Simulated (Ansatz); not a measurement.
Data sheet: InSb (DFT)

InSb:
```yaml
crystal:
  lattice:
    - [4.35128, 0.00000, 0.00000]
    - [0.00000, 4.35128, 0.00000]
    - [0.00000, 0.00000, 7.94218]
  atoms:
    - { symbol: In, position: [0.00000, 0.50000, 0.00000] }
    - { symbol: In, position: [0.50000, 0.00000, 0.50000] }
    - { symbol: Sb, position: [0.00000, 0.00000, 0.25000] }
    - { symbol: Sb, position: [0.00000, 0.00000, 0.75000] }
```

Space group P4_2/mmc (No. 131); conventional cell a = 4.3513 Å, b = 4.3513 Å, c = 7.9422 Å, α = 90.00°, β = 90.00°, γ = 90.00°.

Method: PBE in the plane-wave PAW code Ansatz. The cell and atoms are relaxed at this level. Other levels are named where they apply.

Cell and energy:

| Item | Value |
|---|---|
| Volume per atom | 37.59 Å³ |
| Density | 5.22 g/cm³ |
| Formation energy from the elements (no fitted shifts) | 0.28 eV/atom |

Electronic structure:

| Item | Result |
|---|---|
| Electronic character | metallic (no gap) |
| Density of states at the Fermi level | 0.56 states/eV per atom (mean over ±0.08 eV) |

A made-up cell: these elements were put on the sites of a structure type; neither database checked (COD, Materials Project) lists it. It is not the phase usual at ambient conditions (space group No. 216). The cell was relaxed with PBE under the symmetry of its start; whether a distortion lowers the energy is not shown. The references are the lowest solids computed at this level, not always the standard phases. Scalar-relativistic: spin–orbit coupling is off unless named, which matters more the heavier the elements.

Potentials: the later of the program's two PAW sets.
